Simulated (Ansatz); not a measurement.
Zr$_{2}$N:
```yaml
crystal:
  lattice:
    - [5.41433, 0.00000, 0.00000]
    - [0.00000, 5.41433, 0.00000]
    - [0.00000, 0.00000, 3.30348]
  atoms:
    - { symbol: Zr, position: [0.29654, 0.29654, 0.00000] }
    - { symbol: Zr, position: [0.70346, 0.70346, 0.00000] }
    - { symbol: Zr, position: [0.20346, 0.79654, 0.50000] }
    - { symbol: Zr, position: [0.79654, 0.20346, 0.50000] }
    - { symbol: N, position: [0.00000, 0.00000, 0.00000] }
    - { symbol: N, position: [0.50000, 0.50000, 0.50000] }
```

Relaxed with r²SCAN. Special points in fractions of this cell's reciprocal vectors: Γ (0.000, 0.000, 0.000); X (0.000, 0.500, 0.000); M (0.500, 0.500, 0.000); Z (0.000, 0.000, 0.500); R (0.000, 0.500, 0.500); A (0.500, 0.500, 0.500).

Problem. List the band energies nearest the Fermi level at these points for r²SCAN (plane waves, PAW; program Ansatz).

Solution. In eV from the Fermi level; about four levels below and three above (degenerate sets whole), none deeper than 8.9 eV; points with the same levels are listed once.

```csv
k,below,above
Γ,-4.36 -4.36 -4.09 -3.55 -2.04,0.10 0.76 0.88
X,-2.16 -2.16 -1.03 -1.03,1.46 1.46 1.65 1.65
M,-1.67 -1.67 -1.09 -1.09,0.92 0.92 1.47 1.47
Z,-1.19 -1.19 -1.17 -1.17,2.02 2.02 3.25 3.25
R,-0.99 -0.99 -0.88 -0.88,1.57 1.57 3.50 3.50
A,-0.81 -0.81 -0.39 -0.39,1.15 1.15 2.66 2.66
```

Space group P4_2/mnm (anti-rutile). The workflow started from a Materials Project entry (that database holds measured and hypothetical structures alike); the Crystallography Open Database copy checked does not list it. Whether it is the stable phase at ambient conditions was not checked. The r²SCAN relaxation kept the symmetry of its start; whether a distortion lowers the energy is not shown. The run is not spin-polarised. Scalar-relativistic: spin–orbit coupling is off unless named, which matters more the heavier the elements.

Potentials: the earlier of the program's two PAW sets.
